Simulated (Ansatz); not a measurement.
Input:

AlPd:
```yaml
crystal:
  lattice:
    - [4.86450, 0.00000, 0.00000]
    - [0.00000, 4.86450, 0.00000]
    - [0.00000, 0.00000, 4.86450]
  atoms:
    - { symbol: Al, position: [0.84456, 0.84456, 0.84456] }
    - { symbol: Al, position: [0.65544, 0.15544, 0.34456] }
    - { symbol: Al, position: [0.34456, 0.65544, 0.15544] }
    - { symbol: Al, position: [0.15544, 0.34456, 0.65544] }
    - { symbol: Pd, position: [0.14786, 0.14786, 0.14786] }
    - { symbol: Pd, position: [0.35214, 0.85214, 0.64786] }
    - { symbol: Pd, position: [0.64786, 0.35214, 0.85214] }
    - { symbol: Pd, position: [0.85214, 0.64786, 0.35214] }
```

This is the r²SCAN-relaxed structure.

Problem. All from r²SCAN (plane waves, PAW; program Ansatz), unless another level is named. Estimate the formation energy from the elements (no fitted shifts).

Solution. -0.93 eV/atom.

Problem. What about the density of states at the Fermi level?

Solution. 0.22 states/eV per atom (mean over ±0.08 eV).

Space group P2_13. The workflow started from a Materials Project entry (that database holds measured and hypothetical structures alike); the Crystallography Open Database copy checked does not list it. With Al and Pd taken as one species the cell has the higher symmetry Pa-3, so it may be an ordered model of a mixed-site phase. Its standing as an ambient phase is unchecked. The r²SCAN relaxation kept the symmetry of its start; its stability against distortions is not shown here. No spin polarisation was allowed. The references are the lowest solids computed at this level, not always the standard phases. Scalar-relativistic: spin–orbit coupling is off unless named, which matters more the heavier the elements.

Potentials: the later of the program's two PAW sets.
